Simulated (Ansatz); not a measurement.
## HfO$_{2}$: computed property card

HfO₂:
```
CELL_PARAMETERS angstrom
      3.19718     0.00000     0.00000
     -1.59859     2.76884     0.00000
      0.00000     0.00000     4.57383
ATOMIC_POSITIONS crystal
  Hf 0.00000 0.00000 0.00000
  O  0.33333 0.66667 0.20871
  O  0.66667 0.33333 0.79129
```

Space group P-3m1 (No. 164), CdI2 type; conventional cell a = b = 3.197 Å, c = 4.574 Å, α = β = 90.00°, γ = 120.00°.

Method: DFT-LDA in the program Ansatz with PAW potentials. Geometry: relaxed at this level of theory. Other levels are named where they apply.

### Cell and energy

```json
{
 "volume_per_atom": "13.50 Å³",
 "density": "8.63 g/cm³",
 "Formation energy from the elements (no fitted shifts)": "-3.34 eV/atom"
}
```

### Electronic structure

```json
{
  "band_gap": "4.42 eV (indirect)",
  "valence_band_maximum": "on the K–Γ line, 66 % of the way from K",
  "conduction_band_minimum": "at K (2 equivalent valleys)",
  "smallest_direct_gap_on_the_standard_path": "4.91 eV",
  "electron_effective_mass": "0.94, 1.1, 1.1 mₑ (principal values)"
}
```

### Dielectric response

```json
{
  "Electronic dielectric constant ε∞ (DFPT)": "4.91 (xx = yy), 2.73 (zz)",
  "Static dielectric constant ε0 (ions relaxed, cell fixed)": "25.2 (xx = yy), 4.17 (zz)",
  "Born charges (a third of the trace)": "Hf +4.93, O -2.47 e"
}
```

### Phonons

```json
{
 "Highest zone-centre frequency (without LO–TO term)": "16.88 THz",
 "zone_centre_stability": "no imaginary mode at Γ",
 "dynamical_stability_on_the_path": "stable (no imaginary branch)",
 "zero_point_energy": "67.6 meV/atom",
 "Vibrational entropy at 300 K": "21.1 J/(K·mol of atoms)"
}
```

The cell is a constructed one: a structure type filled with these elements; neither database checked (COD, Materials Project) lists it. It is not the phase usual at ambient conditions (space group No. 14, 29). Symmetry was held in the LDA relaxation. No spin polarisation was allowed. A crystal of weakly bound layers computed without a dispersion correction: the cell and the soft elastic constants depend strongly on that. The references are the lowest solids computed at this level, not always the standard phases (solids in place of the gases). Scalar-relativistic: spin–orbit coupling is off unless named, which matters more the heavier the elements.

Potentials: the earlier of the program's two PAW sets. The files were generated under PBE; for other functionals the program regenerates the frozen cores, and for LDA and PBEsol the local potential too.
